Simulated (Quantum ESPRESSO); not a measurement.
In2GaSiAsP3 (made-up cell) (calculated)

All values are calculated (Quantum ESPRESSO 7.5). Calculation on a made-up crystal cell, not a measurement: periodic Kohn-Sham density functional theory in plane waves with PseudoDojo standard norm-conserving scalar-relativistic pseudopotentials, each functional with its own files (v0.5 for PBE, v0.4.1 for LDA and PBEsol), no spin polarisation, no spin-orbit coupling, atoms not relaxed, stress positive in tension, energies less a fixed whole-eV offset for each atom's element; levels are Kohn-Sham levels at fractions of this cell's reciprocal vectors, counted from the reference band (half the neutral cell's valence electrons, rounded up) at Gamma; error bars cover cutoff and k-mesh only, not smearing or the files; added strain carries the atoms with the cell, and shear is the tensor component; each bar is the largest change over components, and at least 0.002 eV, 0.002 eV per angstrom or 0.02 GPa; energies are for the whole cell, and the offsets were chosen from early runs and are not element reference energies.

```json
{"formula": "In2GaSiAsP3", "kind": "made-up cell", "structure": {"cell_angstrom": [[5.6265, 0.0726, -0.0814], [0.0726, 5.7938, 0.0336], [-0.0814, 0.0336, 5.728]], "atoms_fractional": [["Ga", -0.02706, 0.01265, -0.01039], ["In", 0.00286, 0.49687, 0.49459], ["Si", 0.50618, -0.00125, 0.50043], ["In", 0.48796, 0.50941, -0.00131], ["P", 0.23982, 0.2508, 0.25588], ["P", 0.2526, 0.73296, 0.74552], ["As", 0.75619, 0.24042, 0.75736], ["P", 0.75052, 0.75314, 0.24914]]}, "given": {"lattice_type": "zincblende/diamond", "functional": "pbe", "cutoff [eV]": 1143, "fermi_dirac_smearing [eV]": 0.1, "scf_tolerance [eV]": 1e-07, "electrons_removed": 0, "k_mesh": "6 x 6 x 6, shifted by half a step", "atom_site": [1, 2, 3, 4, 5, 6, 7, 8], "atom_energy_offset [eV]": [-2080, -1808, -115, -1808, -189, -189, -2887, -189]}, "results": {"free_energy_less_offsets [eV]": 1.334, "smearing_term_minus_ts [eV]": -0.07872, "scf_iterations": 11, "pressure [GPa]": 5.781, "stress_xx [GPa]": -5.978, "stress_yy [GPa]": -5.02, "stress_zz [GPa]": -6.344, "stress_yz [GPa]": 2.712, "stress_xz [GPa]": -4.47, "stress_xy [GPa]": 3.814, "force_site": [1, 2, 3, 4, 5, 6, 7, 8], "force_x [eV/angstrom]": [2.401, -0.2216, -0.5925, 0.7959, 0.9358, -0.9342, -1.854, -0.5304], "force_y [eV/angstrom]": [-2.322, 0.163, -0.5643, -1.16, -1.991, 3.332, 0.846, 1.696], "force_z [eV/angstrom]": [2.072, 0.403, -0.2701, 1.544, -0.8439, -0.9406, -1.792, -0.1727], "error_bar_energy [eV]": 0.00349, "error_bar_stress [GPa]": 0.05717, "error_bar_force [eV/angstrom]": 0.005674, "error_bars_from": "tighter rerun of a related cell"}}
```
